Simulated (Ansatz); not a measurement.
An Ansatz (a program for electronic structure) run. Input:

Ansatz 0.2 input:
```yaml
crystal:
  lattice:
    - [2.0723933794, -7.1837279671, 0.0]
    - [2.0723933794, 7.1837279671, 0.0]
    - [0.0, 0.0, 5.7194272451]
  atoms:
    - { symbol: Ba, position: [0.1473677183, 0.8526322817, 0.25] }
    - { symbol: Ba, position: [0.8526322817, 0.1473677183, 0.75] }
    - { symbol: Mg, position: [0.5910755571, 0.4089244429, 0.75] }
    - { symbol: Mg, position: [0.4089244429, 0.5910755571, 0.25] }
    - { symbol: F, position: [0.6870891802, 0.3129108198, 0.5092728465] }
    - { symbol: F, position: [0.3129108198, 0.6870891802, 0.4907271535] }
    - { symbol: F, position: [0.3129108198, 0.6870891802, 0.0092728465] }
    - { symbol: F, position: [0.6870891802, 0.3129108198, 0.9907271535] }
    - { symbol: F, position: [0.5, 0.5, 0.5] }
    - { symbol: F, position: [0.5, 0.5, 0.0] }
    - { symbol: F, position: [0.0875755593, 0.9124244407, 0.75] }
    - { symbol: F, position: [0.9124244407, 0.0875755593, 0.25] }
kpoints:
  mp_grid: { grid: [6, 6, 4] }
basis: { xc_grid: 2 }
hamiltonian:
  xc: pbesol
  pseudopotentials: { azcp: { folder: ./paw }, kind: paw }
scf:
  occupations: { method: fixed }
output:
  optics: { e_range: [0.0, 15.0], de: 0.05, sigma: 0.1, bands: { spectra_wanted_up_to: 12 eV } }
```

Output (shortened):

```
output.optics: the spectra are integrated over the Brillouin zone by k·p interpolation around the k-points, where levels, occupations, output.optics.sigma and …
Pseudopotential: Ba, paw, valence charge 10
Pseudopotential: Mg, paw, valence charge 10
Pseudopotential: F, paw, valence charge 7
Functional definition: PBEsol
Crystal: 12 atoms, lattice volume = 170.296 Å³
Basis set: ecut = 420 eV, 3329 PW (Γ), exchange–correlation on 100×100×80 points (8 copies of the dense FFT grid, shifted against one another)
Bands: 60, of which v1, the nominal top of the filled ones, is band 48 counted from 1 (47 counted from 0)
Symmetry: 8 space group operations
Space group: Cmcm (ITA 63), of the structure as read, at distance tolerance 5.5e-5 Å
k-points: 39 of 144
SCF iter   1: F=—  HF=-21983.125367 eV  |F-HF|=—  |Δ(HF+E_count)|=         —  Δρ=1.34e-1  dr2=2.60e1  ethr=3.10e-3  ⟨swp⟩=6.7  Hψ=10071  notcnv=0  defer=330
preconditioner: auto → Resta (q_TF=auto, 2.480 Å⁻¹)
SCF iter   2: F=—  HF=-21976.236547 eV  |F-HF|=—  |Δ(HF+E_count)|=    6.89e0  Δρ=4.57e-2  dr2=3.25e0  ethr=3.10e-3  ⟨swp⟩=4.2  Hψ=5898  notcnv=0  defer=314
SCF iter   3: F=—  HF=-21975.603352 eV  |F-HF|=—  |Δ(HF+E_count)|=   6.33e-1  Δρ=2.01e-2  dr2=1.13e0  ethr=3.10e-3  ⟨swp⟩=3.0  Hψ=4053  notcnv=0  defer=364
SCF iter   4: F=—  HF=-21975.357148 eV  |F-HF|=—  |Δ(HF+E_count)|=   2.46e-1  Δρ=1.12e-2  dr2=2.93e-1  ethr=1.18e-3  ⟨swp⟩=2.9  Hψ=3569  notcnv=0  defer=387
SCF iter   5: F=—  HF=-21975.269737 eV  |F-HF|=—  |Δ(HF+E_count)|=   8.74e-2  Δρ=3.70e-3  dr2=2.96e-2  ethr=3.05e-4  ⟨swp⟩=3.0  Hψ=4573  notcnv=0  defer=390
SCF iter   6: F=—  HF=-21975.264059 eV  |F-HF|=—  |Δ(HF+E_count)|=   5.68e-3  Δρ=7.94e-4  dr2=1.76e-3  ethr=3.09e-5  ⟨swp⟩=3.0  Hψ=3597  notcnv=0  defer=390
SCF iter   7: F=—  HF=-21975.264947 eV  |F-HF|=—  |Δ(HF+E_count)|=   8.89e-4  Δρ=2.37e-4  dr2=9.50e-5  ethr=1.84e-6  ⟨swp⟩=2.8  Hψ=3783  notcnv=0  defer=390
SCF iter   8: F=—  HF=-21975.264954 eV  |F-HF|=—  |Δ(HF+E_count)|=   6.73e-6  Δρ=7.32e-5  dr2=7.22e-6  ethr=9.89e-8  ⟨swp⟩=2.0  Hψ=3515  notcnv=0  defer=390
SCF iter  15: F=-21975.264883 eV  HF=-21975.264883 eV  |F-HF|=7.28e-12  |Δ(HF+E_count)|=  3.64e-12  Δρ=7.53e-8  dr2=5.74e-12  ethr=1.00e-12  ⟨swp⟩=16.7  Hψ=12322  notcnv=0
SCF 1 converged in 15 iterations: F = -21975.264883 eV  dr2 = 5.74e-12
NSCF: frozen V_eff on 39 k-points
Optics k sum: 0 of 39 k-points
Optics k sum: 2 of 39 k-points
Optics k sum: 4 of 39 k-points
Optics k sum: 6 of 39 k-points
Optics k sum: 8 of 39 k-points
Optics k sum: 10 of 39 k-points
Optics k sum: 12 of 39 k-points
Optics k sum: 14 of 39 k-points
Optics k sum: 16 of 39 k-points
Optics k sum: 18 of 39 k-points
Optics k sum: 20 of 39 k-points
Optics k sum: 22 of 39 k-points
Optics k sum: 24 of 39 k-points
Optics k sum: 26 of 39 k-points
Optics k sum: 28 of 39 k-points
Optics k sum: 30 of 39 k-points
Optics k sum: 32 of 39 k-points
Optics k sum: 34 of 39 k-points
Optics k sum: 36 of 39 k-points
Optics k sum: 38 of 39 k-points
Optics k sum: 39 of 39 k-points
Optics k sum: 0 of 39 k-points
Optics k sum: 2 of 39 k-points
Optics k sum: 4 of 39 k-points
Optics k sum: 6 of 39 k-points
Optics k sum: 8 of 39 k-points
Optics k sum: 10 of 39 k-points
Optics k sum: 12 of 39 k-points
Optics k sum: 14 of 39 k-points
Optics k sum: 16 of 39 k-points
Optics k sum: 18 of 39 k-points
Optics k sum: 20 of 39 k-points
Optics k sum: 22 of 39 k-points
Optics k sum: 24 of 39 k-points
Optics k sum: 26 of 39 k-points
Optics k sum: 28 of 39 k-points
Optics k sum: 30 of 39 k-points
Optics k sum: 32 of 39 k-points
Optics k sum: 34 of 39 k-points
Optics k sum: 36 of 39 k-points
Optics k sum: 38 of 39 k-points
Optics k sum: 39 of 39 k-points
NSCF: frozen V_eff on 1 k-points
NSCF: frozen V_eff on 1 k-points
output.optics: what the bands over the 90 summed would add to eps1, eps2 and the energy-loss function is held between a lower and an upper bound (12 Lanczos …
SCF converged after 15 iterations
Free energy (F): -21975.264883 eV
Harris-Foulkes:  -21975.264883 eV  (|F-HF|=7.28e-12)
Internal energy: -21975.264883 eV  (E = F + TS)
E sigma→0 (E₀):  -21975.264883 eV
Fermi energy:    3.655005 eV
--- Per-component energies (eV) ---
  E_band       = -934.521308
  E_kinetic    = 2048.468189
  E_local      = -8945.944657  (includes V_loc(G=0)·N_el)
  E_nonlocal   = 1278.657109
  E_hartree    = 3275.208556
  E_xc         = -1059.218856
  E_vxc        = -1116.405709  (∫ρ·V_xc dr)
  E_paw        = -12384.110829  (= ΣΔE_a)
  E_vpaw       = -749.718281  (= ΣTr[D̂ρ^β])
  E_aug_tail   = 0.004943  (compensation charges beyond the density's cutoff)
  E_ewald      = -6189.089477
  E_core_change = 0.760141  (= ΣΔE_core)
  E_smearing   =  0.000000  (= −TS)
  E_closure    =  0.000000  (closes the sum)
  Σ components = -21975.264883   (vs F -21975.264883, Δ=0.00e0)
  [band-id]    e_kinetic+e_local+e_nonlocal+2·e_hartree+e_vxc+e_vpaw+e_augmentation_tail = -934.521295   (vs E_band -934.521308, Δ=1.28e-5)
--- Band table (eV; the first three rows and the last of 39) ---
  k-point 0: bands = ["-66.5081", "-66.5080", "-33.4746", "-33.4722", "-33.4719", "-33.4718", "-33.4685", "-33.4669", "-19.5153", "-19.3588", "-16.2766", "-16.0322", "-15.8327", "-15.8298", "-15.8142", "-15.6240", "-15.5137", "-15.4914", "-4.6135", "-4.5836", …
  k-point 1: bands = ["-66.5081", "-66.5080", "-33.4744", "-33.4725", "-33.4721", "-33.4719", "-33.4681", "-33.4670", "-19.4881", "-19.3770", "-16.2599", "-16.1169", "-15.8628", "-15.8493", "-15.7356", "-15.6224", "-15.5031", "-15.4848", "-4.6033", "-4.5897", …
  k-point 2: bands = ["-66.5080", "-66.5080", "-33.4736", "-33.4736", "-33.4720", "-33.4720", "-33.4674", "-33.4674", "-19.4280", "-19.4280", "-16.2108", "-16.2108", "-15.8800", "-15.8800", "-15.6498", "-15.6498", "-15.4868", "-15.4868", "-4.5995", "-4.5995", …
  k-point 38: bands = ["-66.5080", "-66.5080", "-33.4736", "-33.4736", "-33.4720", "-33.4720", "-33.4674", "-33.4674", "-19.4270", "-19.4270", "-16.2253", "-16.2253", "-15.8900", "-15.8900", "-15.6167", "-15.6167", "-15.4950", "-15.4950", "-4.6222", …
```

Cost: about 9 core-minutes (a rough figure) on shared cores.

The workflow started from a Materials Project entry (that database holds measured and hypothetical structures alike); the Crystallography Open Database copy checked does not list it. COD files the formula under space group No. 36. Whether it is the stable phase at ambient conditions was not checked. The PBEsol relaxation kept the symmetry of its start. At this level the phase is dynamically unstable (imaginary phonons). Spin–orbit coupling is left out wherever it is not named.

Potentials: the earlier of the program's two PAW sets. The files were generated under PBE; for other functionals the program regenerates the frozen cores, and for LDA and PBEsol the local potential too.

Ansatz is a plane-wave DFT program.
